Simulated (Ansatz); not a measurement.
MnGe (rock salt, Fm-3m) at seven volumes, the program Ansatz at the r²SCAN level (PAW), scaled uniformly. One row is withheld.

```csv
V (Å³/atom),P (GPa)
15.110,9.65
15.608,5.59
16.106,2.55
16.604,0.00
17.102,-2.08
17.600,-3.89
18.098,?
```

### Question
Fit the shown pressures and predict the withheld one.

### Answer
P = (3/2)B₀(x^(7/2) − x^(5/2))[1 + (3/4)(B′ − 4)(x − 1)] with x = (V₀/V)^(2/3). Least squares on the six rows gives V₀ = 16.595 Å³/atom, B₀ = 77.6 GPa, B′ = 5.92. At V = 18.098, x = 0.9438 and P = -5.20 GPa. The run itself gave -5.54 GPa.

A made-up cell: these elements were put on the sites of a structure type; neither database checked (COD, Materials Project) lists it. Its standing as an ambient phase is unchecked. The r²SCAN relaxation kept the symmetry of its start; whether a distortion lowers the energy is not shown. The final state is ferromagnetic, chosen from 5 collinear starts compared on coarse meshes (ties went to the first, and starts can fall back to one state), not a proven ground state. Other orbital occupations within this spin state were not tried.

Potentials: the later of the program's two PAW sets.
